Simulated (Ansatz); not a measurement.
## Sn2Pb3Se5 (R-3m) at 2 levels of theory

One geometry, relaxed with PBE; plane waves with PAW potentials in Ansatz, scalar-relativistic. No spin polarisation. Gaps are the least over mesh and band path; pressure is positive in compression.

Space group R-3m:H (No. 166). a = 4.353 Å, b = 4.353 Å, c = 53.349 Å, α = 90.00°, β = 90.00°, γ = 120.00°
```tsv
atom	site	symmetry	x	y	z
Sn	6c	3m	0.0000	0.0000	0.6990
Pb	6c	3m	0.3333	0.6667	0.7653
Pb	3b	-3m	0.6667	0.3333	0.8333
Se	6c	3m	0.6667	0.3333	0.7311
Se	3a	-3m	0.0000	0.0000	0.0000
Se	6c	3m	0.3333	0.6667	0.8674
```

```csv
level,cutoff (eV),k mesh,gap (eV),pressure (GPa)
PBE,420,12×12×12,0.03,0.0
```

Problem. What comes out on the same cell with r2SCAN?

Solution.
| level | cutoff (eV) | k mesh | gap (eV) | pressure (GPa) |
| --- | --- | --- | --- | --- |
| r2SCAN | 500 | 12×12×12 | 0.24 | -1.0 |

Spin-orbit coupling matters for the bands of heavy elements and is left out.

The cell was found from a structure generator's guess, not taken from experiment.
